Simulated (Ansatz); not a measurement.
Before relaxation, 1 HF a cell, tilted, over a top Ta site (Ta, Im-3m (No. 229), (1 1 0) face):

```
Ta F H
1.0
     5.68969    0.00000    0.00000
    -1.89656    5.36430    0.00000
     0.00000    0.00000   22.96922
Ta F H
12 1 1
Direct
  0.25000 0.25000 0.34829
  0.25000 0.75000 0.34829
  0.75000 0.25000 0.34829
  0.75000 0.75000 0.34829
  0.50000 0.50000 0.44741
  0.50000 0.00000 0.44741
  0.00000 0.50000 0.44741
  0.00000 0.00000 0.44741
  0.75000 0.75000 0.54634
  0.75000 0.25000 0.54634
  0.25000 0.75000 0.54634
  0.25000 0.25000 0.54634
  0.75000 0.75000 0.67172
  0.63097 0.60595 0.68581
```

Method: Ansatz 0.2.0, DFT PBE+D3(BJ), scalar-relativistic, plane waves, PAW. Cutoff 420 eV; k points 4×4×1 on the computed 14-atom cell (Γ-centred); Gaussian smearing, width 0.10 eV; no spin polarisation. A dipole correction removes the field between periodic images along c.

Atoms 1, 2, 3, 4 (counted from 1) are held. The cell is fixed. Force threshold 0.04 eV/Å.

Q: Where does it end?

A: The energy falls by 0.209 eV in 13 steps, to:

```
Ta F H
1.0
     5.68969    0.00000    0.00000
    -1.89656    5.36430    0.00000
     0.00000    0.00000   22.96922
Ta F H
12 1 1
Cartesian
  0.9483 1.3411 8.0000
  0.0000 4.0232 8.0000
  3.7931 1.3411 8.0000
  2.8448 4.0232 8.0000
  1.8979 2.6830 10.2928
  2.8500 -0.0005 10.2584
  -0.9503 2.6865 10.2582
  0.0036 0.0034 10.2676
  2.8679 4.0503 12.6571
  3.7749 1.3404 12.4985
  -0.0033 4.0090 12.4973
  0.9319 1.3062 12.5417
  2.5661 3.6129 14.9411
  2.0619 2.8346 14.5386
```

The end is the local minimum or symmetric point that this start leads to. The slab is only 4.6 Å thick, so the energy isn't converged with thickness.

Spin–orbit coupling is left out, which can shift energies with elements as heavy as these.

Cost: 1 run of about 15 core-minutes, on Arm Neoverse V2 (shared hosts).